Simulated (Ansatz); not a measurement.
CaSe (rock salt, Fm-3m), a = 5.791 Å, b = 5.791 Å, c = 5.791 Å, α = 90.00°, β = 90.00°, γ = 90.00°; the cell used has 2 atoms.

Relaxed with LDA.

### Question
Give the optical modes at the zone centre with their infrared and Raman activity from DFPT, LDA in the plane-wave PAW code Ansatz.

### Answer
Transverse frequencies, without the LO–TO term; a row sums one degenerate level.

```
ω (cm⁻¹)  degeneracy  IR ((D/Å)²/amu)  Raman (Å⁴/amu)  activity  symmetry
--------  ----------  ---------------  --------------  --------  --------
192                3            14.39               0        IR       T1u
```

### Question
How high does the top mode go among those that the LO–TO term moves?

### Answer
268 cm⁻¹ for q along x.

The cell was relaxed with LDA under the symmetry of its start; phonons on a q-mesh show no instability.

Potentials: the later of the program's two PAW sets.
